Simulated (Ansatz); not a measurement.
All numbers below come from DFT PBE, scalar-relativistic, plane waves, PAW in Ansatz 0.2.0. All cells share a 420 eV cutoff and Γ-centred k meshes spaced at most about 0.3 Å⁻¹ (2π included). No spin polarisation in the final relaxations.

Temperature and zero-point effects are left out.

Two forms of HfTi3O8 were relaxed alike.

A.

```yaml
crystal:
  lattice:
    - [3.36832, -3.29608, 0.00000]
    - [3.36832, 3.29608, 0.00000]
    - [-0.03206, 0.00000, 6.11562]
  atoms:
    - { symbol: Hf, position: [0.49521, 0.49521, 0.00318] }
    - { symbol: Ti, position: [0.01492, 0.01492, 0.72274] }
    - { symbol: Ti, position: [0.99232, 0.99232, 0.23294] }
    - { symbol: Ti, position: [0.51940, 0.51940, 0.50364] }
    - { symbol: O, position: [0.30070, 0.69770, 0.74020] }
    - { symbol: O, position: [0.29754, 0.69770, 0.26734] }
    - { symbol: O, position: [0.80593, 0.80593, 0.01204] }
    - { symbol: O, position: [0.80331, 0.80331, 0.50358] }
    - { symbol: O, position: [0.69770, 0.30070, 0.74020] }
    - { symbol: O, position: [0.69770, 0.29754, 0.26734] }
    - { symbol: O, position: [0.18304, 0.18304, 0.00101] }
    - { symbol: O, position: [0.19213, 0.19213, 0.50580] }
```

B.

```yaml
crystal:
  lattice:
    - [3.31273, -3.33558, 0.00000]
    - [3.31273, 3.33558, 0.00000]
    - [0.00000, 0.00000, 6.07816]
  atoms:
    - { symbol: Hf, position: [0.50000, 0.50000, 0.00000] }
    - { symbol: Ti, position: [0.00000, 0.00000, 0.74444] }
    - { symbol: Ti, position: [0.00000, 0.00000, 0.25556] }
    - { symbol: Ti, position: [0.50000, 0.50000, 0.50000] }
    - { symbol: O, position: [0.69945, 0.69945, 0.73624] }
    - { symbol: O, position: [0.69945, 0.69945, 0.26376] }
    - { symbol: O, position: [0.81328, 0.18672, 0.00000] }
    - { symbol: O, position: [0.80626, 0.19374, 0.50000] }
    - { symbol: O, position: [0.30055, 0.30055, 0.73624] }
    - { symbol: O, position: [0.30055, 0.30055, 0.26376] }
    - { symbol: O, position: [0.18672, 0.81328, 0.00000] }
    - { symbol: O, position: [0.19374, 0.80626, 0.50000] }
```

Question: Which would you expect to be lower, and how large is the difference?

Answer: A is lower, by 3 meV/atom. A has Hf and Ti ordered on rutile sites, space group Cm (No. 8), 11.3 Å³/atom and a gap of 2.21 eV on its mesh; B has Hf and Ti ordered on rutile sites, space group Cmmm (No. 65), 11.2 Å³/atom and a gap of 1.97 eV. Counting O atoms around Hf and Ti (those within 1.25 times the shortest such distance or 1.15 times the sum of covalent radii, 1.27 where that leaves under three; a plus sign parts nearer from farther groups; a slash parts the counts of unlike sites), A has Hf 6, Ti 1+4+1/5+1/6 and B has Hf 6, Ti 6. Both come from invented guesses.

These runs have no spin–orbit coupling, which can matter for Hf. Kohn–Sham gaps at this level usually fall short of measured ones. Cells relaxed within their symmetry can be saddle points. The Cm cell of HfTi3O8 came from shaking the Cmmm one.
